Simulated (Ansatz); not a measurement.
# Magnetic states of iron, omega (AlB2-type)

These are results of DFT, PBEsol, plane waves (420 eV) with PAW, scalar-relativistic in Ansatz 0.2.0, not measurements. (PAW data from PBE, frozen cores regenerated.)

Each start was relaxed and then solved on a dense mesh, with Fermi-Dirac smearing of 0.05 eV (0.1 eV in a metal without spin) extrapolated to zero. Rows within 2 meV/atom of each other tie.

(1) Where does each start end, and how do the energies compare? Starts: non-magnetic; ferromagnetic.

Answers

(1) 
```tsv
start	ends	ΔE (meV/atom)	V (Å³/atom)
non-magnetic	spin not included	0.0	10.03
ferromagnetic	ferromagnetic, net 2.33 μB per atom	81.2	11.31
```
